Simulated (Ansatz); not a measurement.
Ansatz (a program for electronic structure) input:

Ansatz 0.2 input:
```yaml
crystal:
  lattice:
    - [6.6218523117, 0.0, 0.0]
    - [-3.3109261559, 5.7346923221, 0.0]
    - [0.0, 0.0, 11.9195305545]
  atoms:
    - { symbol: Nb, position: [0.5266918348, 0.0533836697, 0.2457834635] }
    - { symbol: Nb, position: [0.4733081652, 0.9466163303, 0.7542165365] }
    - { symbol: Nb, position: [0.9466163303, 0.4733081652, 0.2457834635] }
    - { symbol: Nb, position: [0.0533836697, 0.5266918348, 0.7542165365] }
    - { symbol: Nb, position: [0.5266918348, 0.4733081652, 0.2457834635] }
    - { symbol: Nb, position: [0.4733081652, 0.5266918348, 0.7542165365] }
    - { symbol: Cl, position: [0.6666666667, 0.3333333333, 0.0959316485] }
    - { symbol: Cl, position: [0.3333333333, 0.6666666667, 0.9040683515] }
    - { symbol: Cl, position: [0.3333333333, 0.6666666667, 0.3570048975] }
    - { symbol: Cl, position: [0.6666666667, 0.3333333333, 0.6429951025] }
    - { symbol: Cl, position: [0.6729770754, 0.8364885377, 0.1341382521] }
    - { symbol: Cl, position: [0.3270229246, 0.1635114623, 0.8658617479] }
    - { symbol: Cl, position: [0.1635114623, 0.8364885377, 0.1341382521] }
    - { symbol: Cl, position: [0.8364885377, 0.1635114623, 0.8658617479] }
    - { symbol: Cl, position: [0.1635114623, 0.3270229246, 0.1341382521] }
    - { symbol: Cl, position: [0.8364885377, 0.6729770754, 0.8658617479] }
    - { symbol: Cl, position: [0.3354574677, 0.1677287339, 0.3817800028] }
    - { symbol: Cl, position: [0.6645425323, 0.8322712661, 0.6182199972] }
    - { symbol: Cl, position: [0.8322712661, 0.1677287339, 0.3817800028] }
    - { symbol: Cl, position: [0.1677287339, 0.8322712661, 0.6182199972] }
    - { symbol: Cl, position: [0.8322712661, 0.6645425323, 0.3817800028] }
    - { symbol: Cl, position: [0.1677287339, 0.3354574677, 0.6182199972] }
kpoints:
  mp_grid: { grid: [7, 7, 4] }
hamiltonian:
  xc: lda
  pseudopotentials: { azcp: { folder: ./paw }, kind: paw }
scf:
  occupations: { method: fermi_dirac, width: 0.1 }
phonons:
  method: dfpt
  response_accuracy: low
  eigenvectors: true
  rigid_motions: translations
```

Output (shortened):

```
Pseudopotential: Nb, paw, valence charge 13
Pseudopotential: Cl, paw, valence charge 7
Functional definition: SPW92
Crystal: 22 atoms, lattice volume = 452.636 Å³
Basis set: ecut = 420 eV, 8823 PW (Γ), exchange–correlation on 90×90×160 points (8 copies of the dense FFT grid, shifted against one another)
Bands: 117, of which v1, the nominal top of the filled ones, is band 95 counted from 1 (94 counted from 0)
Symmetry: 12 space group operations
k-points: 99 of 196 (irreducible under 1 space group operation, time reversal used)
SCF iter   1: F=—  HF=-43419.247604 eV  |F-HF|=—  |Δ(HF+E_count)|=         —  Δρ=9.82e-2  dr2=1.76e2  ethr=3.10e-3  ⟨swp⟩=7.7  Hψ=54859  notcnv=0
preconditioner: auto → LDOS
SCF iter   2: F=—  HF=-43418.246220 eV  |F-HF|=—  |Δ(HF+E_count)|=    1.00e0  Δρ=1.08e-1  dr2=9.93e1  ethr=3.10e-3  ⟨swp⟩=6.5  Hψ=41951  notcnv=0  defer=8
SCF iter   3: F=—  HF=-43392.374917 eV  |F-HF|=—  |Δ(HF+E_count)|=    2.59e1  Δρ=3.36e-2  dr2=4.52e0  ethr=3.10e-3  ⟨swp⟩=5.4  Hψ=35821  notcnv=0  defer=1
SCF iter   4: F=—  HF=-43391.353329 eV  |F-HF|=—  |Δ(HF+E_count)|=    1.02e0  Δρ=1.12e-2  dr2=1.23e0  ethr=2.38e-3  ⟨swp⟩=3.4  Hψ=23697  notcnv=0
SCF iter   5: F=—  HF=-43391.105733 eV  |F-HF|=—  |Δ(HF+E_count)|=   2.48e-1  Δρ=3.83e-3  dr2=1.67e-1  ethr=6.50e-4  ⟨swp⟩=3.0  Hψ=21081  notcnv=0
SCF iter   6: F=—  HF=-43391.077034 eV  |F-HF|=—  |Δ(HF+E_count)|=   2.87e-2  Δρ=1.55e-3  dr2=2.59e-2  ethr=8.78e-5  ⟨swp⟩=2.2  Hψ=16350  notcnv=0
SCF iter   7: F=—  HF=-43391.071947 eV  |F-HF|=—  |Δ(HF+E_count)|=   5.09e-3  Δρ=4.55e-4  dr2=1.50e-3  ethr=1.37e-5  ⟨swp⟩=2.1  Hψ=16643  notcnv=0
SCF iter   8: F=—  HF=-43391.071641 eV  |F-HF|=—  |Δ(HF+E_count)|=   3.06e-4  Δρ=1.56e-4  dr2=2.08e-4  ethr=7.90e-7  ⟨swp⟩=2.1  Hψ=19310  notcnv=0
SCF iter  15: F=-43391.071278 eV  HF=-43391.071278 eV  |F-HF|=7.28e-12  |Δ(HF+E_count)|=  1.46e-11  Δρ=4.11e-8  dr2=7.95e-12  ethr=1.00e-12  ⟨swp⟩=10.2  Hψ=58943  notcnv=0
SCF 1 converged in 15 iterations: F = -43391.071278 eV  dr2 = 7.95e-12
DFPT response loops at Γ: preconditioner auto → Kerker (q_TF=auto, 2.361 Å⁻¹) (partly filled bands, converged f_vac=0.023) …
SCF converged after 15 iterations
Free energy (F): -43391.071278 eV
Harris-Foulkes:  -43391.071278 eV  (|F-HF|=7.28e-12)
Internal energy: -43390.821251 eV  (E = F + TS)
E sigma→0 (E₀):  -43390.946264 eV
Entropy (-TS):   -0.250027 eV (-11.365 meV/atom)
Fermi energy:    8.633203 eV
--- Per-component energies (eV) ---
  E_band       = -1227.766047
  E_kinetic    = 4700.237344
  E_local      = -11807.380148  (includes V_loc(G=0)·N_el)
  E_nonlocal   = 1122.311017
  E_hartree    = 4306.125757
  E_xc         = -2693.265384
  E_vxc        = -3064.994928  (∫ρ·V_xc dr)
  E_paw        = -27844.019364  (= ΣΔE_a)
  E_vpaw       = -790.193028  (= ΣTr[D̂ρ^β])
  E_aug_tail   = 0.002058  (compensation charges beyond the density's cutoff)
  E_ewald      = -11180.434562
  E_core_change = 5.602032  (= ΣΔE_core)
  E_smearing   = -0.250027  (= −TS)
  E_closure    = 0.000000  (closes the sum)
  Σ components = -43391.071278   (vs F -43391.071278, Δ=0.00e0)
  [band-id]    e_kinetic+e_local+e_nonlocal+2·e_hartree+e_vxc+e_vpaw+e_augmentation_tail = -1227.766173   (vs E_band -1227.766047, Δ=-1.26e-4)
--- Band table (eV; the first three rows and the last of 99) ---
  k-point 0: bands = ["-47.1217", "-47.1217", "-47.0065", "-47.0065", "-47.0065", "-47.0065", "-23.7501", "-23.7500", "-23.4691", "-23.4691", "-23.4690", "-23.4690", "-23.4292", "-23.4289", "-23.2614", "-23.2614", "-23.2613", "-23.2613", "-23.0172", …
  k-point 1: bands = ["-47.1217", "-47.1217", "-47.0065", "-47.0065", "-47.0065", "-47.0065", "-23.7501", "-23.7500", "-23.4691", "-23.4691", "-23.4691", "-23.4691", "-23.4292", "-23.4289", "-23.2614", "-23.2614", "-23.2613", "-23.2613", "-23.0172", …
  k-point 2: bands = ["-47.1217", "-47.1217", "-47.0065", "-47.0065", "-47.0065", "-47.0065", "-23.7501", "-23.7500", "-23.4691", "-23.4691", "-23.4691", "-23.4691", "-23.4291", "-23.4290", "-23.2613", "-23.2613", "-23.2613", "-23.2613", "-23.0172", …
  k-point 98: bands = ["-47.1200", "-47.1200", "-47.0082", "-47.0082", "-47.0065", "-47.0065", "-23.7171", "-23.7170", "-23.4609", "-23.4609", "-23.4460", "-23.4460", "-23.4208", "-23.4206", "-23.2706", "-23.2706", "-23.2632", "-23.2631", "-23.0350", …
--- Phonons (Γ-DFPT): 11 representative perturbations + reference, on 99 of 196 k-points (Σ response iterations 41) ---
  ASR residual: 1.826e-3 → 0.000e0 eV/Å²; symmetrization residual: 1.406e-4 eV/Å²
  ASR residual per site (eV/Å²): 1.83e-3 1.83e-3 1.75e-3 1.75e-3 1.75e-3 1.75e-3 1.59e-4 1.59e-4 8.99e-4 8.99e-4 1.35e-3 1.35e-3 1.35e-3 1.35e-3 1.68e-3 1.68e-3 2.39e-4 2.39e-4 2.39e-4 2.39e-4 2.46e-4 2.46e-4
  Γ frequencies (cm⁻¹): 0.00 0.00 0.00 25.19 25.19 52.23 103.34 103.34 103.60 103.60 114.83 118.36 121.32 121.32 131.76 131.76 164.40 164.40 164.98 164.98 170.45 175.67 180.76 182.38 198.84 198.84 200.94 200.94 223.53 224.64 232.68 232.68 232.74 232.74 246.77 …
  non-analytic LO–TO correction: not included (Born effective charges unavailable; polar crystals: no LO–TO splitting at Γ)
```

Cost: about 80 core-minutes (a rough figure) on shared cores.

Space group P-3m1. The first step of the workflow began from a Materials Project structure, measured or hypothetical; the Crystallography Open Database copy checked does not list it. Whether it is the stable phase at ambient conditions was not checked. Symmetry was held in the LDA relaxation; whether a distortion lowers the energy is not shown. The run is not spin-polarised. A crystal of weakly bound layers computed without a dispersion correction: the cell and the soft elastic constants depend strongly on that. As this level gives no gap, phonon frequencies hold no LO–TO term and depend on the k-mesh and smearing (Fermi–Dirac, 0.1 eV here). Scalar-relativistic: spin–orbit coupling is off unless named, which matters more the heavier the elements.

Potentials: the earlier of the program's two PAW sets. The files were generated under PBE; for other functionals the program regenerates the frozen cores, and for LDA and PBEsol the local potential too.

Ansatz is a plane-wave DFT program.
